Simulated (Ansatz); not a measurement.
All numbers below come from DFT PBE, scalar-relativistic, plane waves, PAW (Ansatz). Settings: cutoff 420 eV, Γ-centred meshes spaced at most about 0.3 Å⁻¹, and about 0.25 Å⁻¹ or finer for metals (2π included), Gaussian smearing. No spin polarisation in the final relaxations.

These are static total energies at zero pressure. All come from trial cells, and lower structures may exist.

Question: These unrelaxed guesses for ScTa2N3 are each relaxed within their symmetry. Order them by the energy at which they end, lowest first.
A.

```cif
data_structure
_symmetry_space_group_name_H-M 'R-3m:H'
_symmetry_Int_Tables_number 166
_cell_length_a 5.0471
_cell_length_b 5.0471
_cell_length_c 10.9413
_cell_angle_alpha 90.000
_cell_angle_beta 90.000
_cell_angle_gamma 120.000
_cell_volume 241.37
loop_
_atom_site_label
_atom_site_type_symbol
_atom_site_symmetry_multiplicity
_atom_site_Wyckoff_symbol
_atom_site_fract_x
_atom_site_fract_y
_atom_site_fract_z
_atom_site_occupancy
Sc1 Sc 3 a 0.00000 0.00000 0.00000 1
Ta1 Ta 6 c 0.33333 0.66667 0.29675 1
N1 N 9 d 0.83333 0.16667 0.16667 1
```

B.

```cif
data_structure
_symmetry_space_group_name_H-M 'P-3m1'
_symmetry_Int_Tables_number 164
_cell_length_a 4.0231
_cell_length_b 4.0231
_cell_length_c 6.3997
_cell_angle_alpha 90.000
_cell_angle_beta 90.000
_cell_angle_gamma 120.000
_cell_volume 89.70
loop_
_atom_site_label
_atom_site_type_symbol
_atom_site_symmetry_multiplicity
_atom_site_Wyckoff_symbol
_atom_site_fract_x
_atom_site_fract_y
_atom_site_fract_z
_atom_site_occupancy
Sc1 Sc 1 a 0.00000 0.00000 0.00000 1
Ta1 Ta 2 d 0.66667 0.33333 0.74728 1
N1 N 2 d 0.66667 0.33333 0.35208 1
N2 N 1 b 0.00000 0.00000 0.50000 1
```

C.

```cif
data_structure
_symmetry_space_group_name_H-M 'P4/mmm'
_symmetry_Int_Tables_number 123
_cell_length_a 3.1589
_cell_length_b 3.1589
_cell_length_c 10.0027
_cell_angle_alpha 90.000
_cell_angle_beta 90.000
_cell_angle_gamma 90.000
_cell_volume 99.81
loop_
_atom_site_label
_atom_site_type_symbol
_atom_site_symmetry_multiplicity
_atom_site_Wyckoff_symbol
_atom_site_fract_x
_atom_site_fract_y
_atom_site_fract_z
_atom_site_occupancy
Sc1 Sc 1 a 0.00000 0.00000 0.00000 1
Ta1 Ta 2 g 0.00000 0.00000 0.33344 1
N1 N 2 h 0.50000 0.50000 0.17872 1
N2 N 1 d 0.50000 0.50000 0.50000 1
```

Answer: B (ends in P-3m1, 0 meV/atom), C (ends in P4/mmm, 0.68 eV/atom), A (ends in R-3m, 0.85 eV/atom).

These runs have no spin–orbit coupling, which can matter for Ta. A magnetic state wasn't ruled out in cells without spin, among them P4/mmm. Cells relaxed within their symmetry can be saddle points. Some types were kept out of the candidates beforehand, so the set may lack a known form.
